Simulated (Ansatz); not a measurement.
The relaxed structure here is a generated cell of PtSe2: the first start was made by placing the elements on the sites of a structure type, and the end was not matched to a known phase here, so it may be hypothetical. Known forms of PtSe2 include space group No. 164.

A relaxed cell of PtSe$_{2}$ (P-62m (No. 189)), relaxed on a k-mesh at least as fine as the one used below. These are PBEsol (plane waves to 420 eV, PAW, scalar-relativistic; Ansatz, a quantum-chemistry and plane-wave program) values and carry that method's errors. Γ-centred k-mesh 5×5×9 on the run's cell (coarser than for final values), Fermi–Dirac smearing 0.05 eV.

```
PtSe2
1.0
    7.15404     0.00000     0.00000
   -3.57702     6.19558     0.00000
    0.00000     0.00000     3.69897
Se Pt
6 3
Direct
  0.24791   0.00000   0.00000
  0.00000   0.24791   0.00000
  0.75209   0.75209   0.00000
  0.54426   0.00000   0.50000
  0.00000   0.54426   0.50000
  0.45574   0.45574   0.50000
  0.00000   0.00000   0.50000
  0.33333   0.66667   0.00000
  0.66667   0.33333   0.00000
```

The atoms are displaced along an unstable phonon of this cell by (Å):

```tsv
atom	ux	uy	uz
Se1	0.000	0.000	0.081
Se2	0.000	0.000	0.081
Se3	0.000	0.000	0.081
Se4	0.000	0.000	0.128
Se5	0.000	0.000	0.128
Se6	0.000	0.000	0.128
Pt7	0.000	0.000	0.046
Pt8	0.000	0.000	-0.150
Pt9	0.000	0.000	-0.150
```

Problem. What forces (eV/Å) and pressure result?

Solution. 
```
atom     Fx     Fy     Fz
----  -----  -----  -----
Se1    0.25   0.00   0.27
Se2   -0.12   0.21   0.27
Se3   -0.12  -0.21   0.27
Se4    0.08   0.00   0.34
Se5   -0.04   0.07   0.34
Se6   -0.04  -0.07   0.34
Pt7    0.00   0.00   0.40
Pt8    0.00   0.00  -1.12
Pt9    0.00   0.00  -1.12
```

Pressure +0.9 GPa.

Problem. Estimate the energy cost of the displacement in the harmonic approximation and compare with the calculation.

Solution. For a harmonic well ΔE = −½ Σ F·u = -0.276 eV a cell, or -31 meV/atom. The calculated energy relative to the undisplaced cell is -0.04 eV/atom, so the harmonic estimate holds well.

The undisplaced cell is probably no minimum: from this displacement the run went on to P-3m1 (No. 164), 0.59 eV/atom below it.

No spin polarisation in the result.
